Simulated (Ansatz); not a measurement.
Relaxed-ion elastic tensor of WC in space group P-6m2 (No. 187; W on 1a, C on 1f) in GPa (Voigt order), the program Ansatz at the LDA level (PAW); density 16.06 g/cm³, 10.13 Å³ per atom.

```
 759   256   196   0.0   0.0   0.0
 256   759   196   0.0   0.0   0.0
 196   196  1020   0.0   0.0   0.0
 0.0   0.0   0.0   330   0.0   0.0
 0.0   0.0   0.0   0.0   330   0.0
 0.0   0.0   0.0   0.0   0.0   252
```

Is the crystal mechanically stable?

Yes: the smallest eigenvalue of C is 252 GPa.

Work out the Voigt, Reuss and Hill averages.

K_V = 426, K_R = 422, K_H = 424; G_V = 308, G_R = 300, G_H = 304 GPa.

Give Young's modulus, Poisson's ratio, Pugh's ratio and the universal anisotropy index.

E = 9KG/(3K + G) = 736 GPa; ν = 0.21; K/G = 1.39 (brittle by the Pugh limit of 1.75); A_U = 5G_V/G_R + K_V/K_R − 6 = 0.15.

Estimate the sound speeds and the Debye temperature.

v_l = √((K + 4G/3)/ρ) = 7190 m/s, v_t = √(G/ρ) = 4350 m/s, mean 4810 m/s; Θ = (h/k)(3n/4πV)^(1/3) v_m = 662 K.

Solve the Christoffel equation for the three sound speeds along x, y, z.

Eigenvalues of C_ijkl n_j n_l equal ρv². In km/s, slowest first: x 3.96, 4.53, 6.88; y 3.96, 4.53, 6.88; z 4.53, 4.53, 7.97.

How much does each axis shrink under pressure?

Linear compressibilities β_i = Σ_j S_ij (j = 1 to 3): x 0.86, y 0.86, z 0.65 per TPa.

The LDA relaxation kept the symmetry of its start. The run is not spin-polarised. As this level gives no gap, shear constants depend on the k-mesh and smearing (Fermi–Dirac, 0.1 eV here). Spin–orbit coupling is left out wherever it is not named.

Potentials: the earlier of the program's two PAW sets. The files were generated under PBE; for other functionals the program regenerates the frozen cores, and for LDA and PBEsol the local potential too.
